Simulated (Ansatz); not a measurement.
## Vibrational response of Nb2Te6Mo

The calculation used DFT PBE, scalar-relativistic, plane waves, PAW in Ansatz 0.2.0. Plane waves to 420 eV; Γ-centred k mesh 6×6×6; Fermi-Dirac smearing of 0.15 eV. No spin polarisation. Phonons by linear response, acoustic sum rule imposed.

Equilibrium structure at this level:
```
CELL_PARAMETERS angstrom
6.28365 0.00000 0.00000
-3.14183 5.44180 0.00000
0.00000 0.00000 8.44007
ATOMIC_POSITIONS crystal
Nb 0.33333 0.66667 0.00000
Nb 0.66667 0.33333 0.00000
Te 0.32700 0.00000 0.78124
Te 0.00000 0.32700 0.78124
Te 0.67300 0.67300 0.78124
Te 0.32700 0.00000 0.21876
Te 0.00000 0.32700 0.21876
Te 0.67300 0.67300 0.21876
Mo 0.00000 0.00000 0.00000
```

The structure comes from a generated guess, relaxed at this level; another structure or a mixture of phases may lie lower. In a metal, frequencies depend on the k mesh and the smearing, soft modes most. Spin–orbit coupling is left out, which matters for heavy elements. No dispersion correction is applied, so modes and constants that involve weak contacts between layers, chains or molecules come out too soft.

Question: Is this structure stable against zone-centre distortions?

Answer: Yes, at Γ: no optical mode is imaginary. Strains and other wave vectors aren't tested by this run.

Question: List the optical modes at Γ (i marks imaginary ones).

Answer:
```csv
frequency (cm⁻¹),degeneracy
80,2
85,1
92,1
94,2
97,2
129,2
133,1
136,2
139,1
155,1
173,2
197,1
200,2
202,1
213,2
255,1
```
